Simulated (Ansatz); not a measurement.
The relaxed structure here is a generated cell of MgF2: the first start was made by placing the elements on the sites of a structure type, and the end was not matched to a known phase here, so it may be hypothetical. Known forms of MgF2 include space group No. 136.

A relaxed cell of MgF₂ (Fd-3m (No. 227)), relaxed on a k-mesh at least as fine as the one used below. Calculation: PBEsol (plane waves to 420 eV, PAW, scalar-relativistic; Ansatz, an electronic-structure program). Γ-centred k-mesh 5×5×3 on the run's cell (coarser than for final values), Fermi–Dirac smearing 0.05 eV.

```xyz
12
Lattice="0.0000 4.3139 4.3139 4.3139 0.0000 4.3139 8.6279 8.6279 0.0000" Properties=species:S:1:pos:R:3 pbc="T T T"
F      1.0785     1.0785     1.0785
F      5.3924     5.3924     1.0785
F      1.0785     3.2355     3.2355
F      5.3924     7.5494     3.2355
F      3.2355     1.0785     3.2355
F      7.5494     5.3924     3.2355
F      3.2355     3.2355     1.0785
F      7.5494     7.5494     1.0785
Mg     2.1570     2.1570     2.1570
Mg     6.4709     6.4709     2.1570
Mg     0.0000     0.0000     0.0000
Mg     4.3139     4.3139     0.0000
```

The atoms are displaced by (Å):

| atom | ux | uy | uz |
|---|---|---|---|
| F1 | -0.065 | 0.124 | -0.083 |
| F2 | 0.090 | -0.004 | 0.112 |
| F3 | 0.068 | 0.092 | 0.012 |
| F4 | -0.015 | -0.078 | -0.003 |
| F5 | -0.008 | -0.084 | -0.150 |
| F6 | 0.053 | 0.086 | 0.008 |
| F7 | 0.044 | 0.120 | 0.039 |
| F8 | 0.129 | -0.064 | -0.089 |
| Mg9 | -0.185 | -0.015 | 0.018 |
| Mg10 | -0.006 | -0.074 | -0.061 |
| Mg11 | -0.019 | -0.138 | 0.039 |
| Mg12 | -0.067 | 0.003 | 0.015 |

### Question
What forces (eV/Å) and pressure result?

### Answer
```csv
atom,Fx,Fy,Fz
F1,-0.88,-0.87,-0.62
F2,-2.35,-2.34,-2.47
F3,-0.07,-0.05,0.17
F4,-0.14,0.42,0.08
F5,-0.16,-0.23,0.43
F6,0.17,-0.04,0.01
F7,-1.47,-1.29,1.25
F8,-2.36,-2.39,2.34
Mg9,2.33,0.30,-0.28
Mg10,1.83,2.43,1.89
Mg11,1.45,3.59,-2.23
Mg12,1.62,0.49,-0.56
```

Pressure +1.3 GPa.

### Question
Estimate the energy cost of the displacement in the harmonic approximation and compare with the calculation.

### Answer
For a harmonic well ΔE = −½ Σ F·u = 1.278 eV a cell, or 107 meV/atom. The calculated energy relative to the undisplaced cell is +0.100 eV/atom, so the harmonic estimate holds well.

No spin polarisation in the result.

The run that gave the undisplaced cell could not lose the symmetry of its start: the end is stationary, and may be a saddle point rather than a minimum.
